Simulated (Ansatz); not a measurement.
Geometry optimisation in Ansatz: input, command and trajectory.

```yaml
crystal:
  lattice:
    - [5.0482180696, 0.0, 0.0]
    - [0.0, 5.0482180696, 0.0]
    - [0.0, 0.0, 5.0482180696]
  atoms:
    - { symbol: Ba, position: [0.0, 0.5, 0.5] }
    - { symbol: Ba, position: [0.5, 0.0, 0.5] }
    - { symbol: Ba, position: [0.5, 0.5, 0.0] }
    - { symbol: Mg, position: [0.0, 0.0, 0.0] }
basis:
  ecutwfc: 420
kpoints:
  mp_grid: { grid: [4, 4, 4] }
hamiltonian:
  xc: pbe
scf:
  occupations: { method: gaussian, width: 0.1 }
  lower_state_search: "off"
output:
  forces: true
  stress: true
  eigenvalues: true
relax:
  adjacent_minimum: "off"
  f_tol: 0.04
  max_steps: 70
  cell: { stress_tol: 0.4 }
```

```bash
ansatz run input.yaml --threads 1 --pin off --max-ram 2560MiB --backend cpu --events-out ev --progress --plain --runs-dir out
```

Level of theory: Ansatz, DFT PBE, scalar-relativistic, plane waves, PAW.

Of 7 frames 6 are shown, positions in Å and forces in eV/Å; the SCF threshold varies from step to step. Steps run on the plane waves of an earlier cell, with a Pulay correction in the pressure. The basis is chosen afresh for the last frame, the zero of the energies, and at times for earlier ones too; energy and pressure step there, also at an unchanged geometry. Here that happened at step 5 (-5 meV/atom, 0.2 GPa); the frames before carry an error of that size.

```xyz
4
Lattice="5.0482 0.0000 0.0000 0.0000 5.0482 0.0000 0.0000 0.0000 5.0482" Properties=species:S:1:pos:R:3:forces:R:3 pbc="T T T" step=1 free_energy_over_end_meV_per_atom=439.16 pressure_GPa=10.31
Ba    0.0000    2.5241    2.5241    0.0000    0.0000    0.0000
Ba    2.5241    0.0000    2.5241    0.0000    0.0000    0.0000
Ba    2.5241    2.5241    0.0000    0.0000    0.0000    0.0000
Mg    0.0000    0.0000    0.0000    0.0000    0.0000    0.0000
4
Lattice="5.2943 0.0000 0.0000 0.0000 5.2943 0.0000 0.0000 0.0000 5.2943" Properties=species:S:1:pos:R:3:forces:R:3 pbc="T T T" step=2 free_energy_over_end_meV_per_atom=198.14 pressure_GPa=5.69
Ba    0.0000    2.6472    2.6472    0.0000    0.0000    0.0000
Ba    2.6472    0.0000    2.6472    0.0000    0.0000    0.0000
Ba    2.6472    2.6472    0.0000    0.0000    0.0000    0.0000
Mg    0.0000    0.0000    0.0000    0.0000    0.0000    0.0000
4
Lattice="5.5404 0.0000 0.0000 0.0000 5.5404 0.0000 0.0000 0.0000 5.5404" Properties=species:S:1:pos:R:3:forces:R:3 pbc="T T T" step=3 free_energy_over_end_meV_per_atom=60.98 pressure_GPa=2.65
Ba    0.0000    2.7702    2.7702    0.0000    0.0000    0.0000
Ba    2.7702    0.0000    2.7702    0.0000    0.0000    0.0000
Ba    2.7702    2.7702    0.0000    0.0000    0.0000    0.0000
Mg    0.0000    0.0000    0.0000    0.0000    0.0000    0.0000
4
Lattice="5.7865 0.0000 0.0000 0.0000 5.7865 0.0000 0.0000 0.0000 5.7865" Properties=species:S:1:pos:R:3:forces:R:3 pbc="T T T" step=4 free_energy_over_end_meV_per_atom=8.10 pressure_GPa=0.35
Ba    0.0000    2.8933    2.8933    0.0000    0.0000    0.0000
Ba    2.8933    0.0000    2.8933    0.0000    0.0000    0.0000
Ba    2.8933    2.8933    0.0000    0.0000    0.0000    0.0000
Mg    0.0000    0.0000    0.0000    0.0000    0.0000    0.0000
4
Lattice="5.7865 0.0000 0.0000 0.0000 5.7865 0.0000 0.0000 0.0000 5.7865" Properties=species:S:1:pos:R:3:forces:R:3 pbc="T T T" step=5 free_energy_over_end_meV_per_atom=3.19 pressure_GPa=0.53
Ba    0.0000    2.8933    2.8933    0.0000    0.0000    0.0000
Ba    2.8933    0.0000    2.8933    0.0000    0.0000    0.0000
Ba    2.8933    2.8933    0.0000    0.0000    0.0000    0.0000
Mg    0.0000    0.0000    0.0000    0.0000    0.0000    0.0000
4
Lattice="5.8490 0.0000 0.0000 0.0000 5.8490 0.0000 0.0000 0.0000 5.8490" Properties=species:S:1:pos:R:3:forces:R:3 pbc="T T T" step=7 free_energy_over_end_meV_per_atom=0.00 pressure_GPa=0.13
Ba    0.0000    2.9245    2.9245    0.0000    0.0000    0.0000
Ba    2.9245    0.0000    2.9245    0.0000    0.0000    0.0000
Ba    2.9245    2.9245    0.0000    0.0000    0.0000    0.0000
Mg    0.0000    0.0000    0.0000    0.0000    0.0000    0.0000
```

The start puts this composition into another compound's structure type, which needn't suit it. The cell swells from 32.2 to 50.0 Å³ an atom, so the end can be far from any stable crystal. At the end the space group is Pm-3m (tolerance 0.05 Å).

It took 17 s on 1 thread of Arm Neoverse V2, with other jobs on the host, peak memory 0.4 GiB.

The k mesh is coarse.